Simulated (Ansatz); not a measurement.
The relaxed structure here is a generated cell of Ag: the first start was made by placing the elements on the sites of a structure type, and the end was not matched to a known phase here, so it may be hypothetical. Known forms of Ag include space group No. 225.

A relaxed cell of Ag (I4/mmm (No. 139)), relaxed on a k-mesh at least as fine as the one used below. Level of theory: PBE (plane waves to 420 eV, PAW, scalar-relativistic; Ansatz, a quantum-chemistry and plane-wave program). Γ-centred k-mesh 14×7×13 on the run's cell (coarser than for final values), Fermi–Dirac smearing 0.05 eV.

```
Ag
1.0
   -1.70559     1.70559     1.54833
    3.41118    -3.41118     3.09665
    1.70559     1.70559    -1.54833
Ag
2
Cartesian
  0.00000   0.00000   1.54833
  1.70559  -1.70559   3.09665
```

The atoms are displaced by (Å):

```tsv
atom	ux	uy	uz
Ag1	0.016	-0.012	0.054
Ag2	0.086	-0.008	0.071
```

**Question.** What forces (eV/Å) and pressure result?

**Answer.** 
| atom | Fx | Fy | Fz |
|---|---|---|---|
| Ag1 | 0.20 | 0.01 | 0.21 |
| Ag2 | -0.20 | -0.01 | -0.21 |

Pressure +0.1 GPa.

The undisplaced cell is probably no minimum: from this displacement the run went on to Fm-3m (No. 225), 0.03 eV/atom below it.

No spin polarisation in the result.
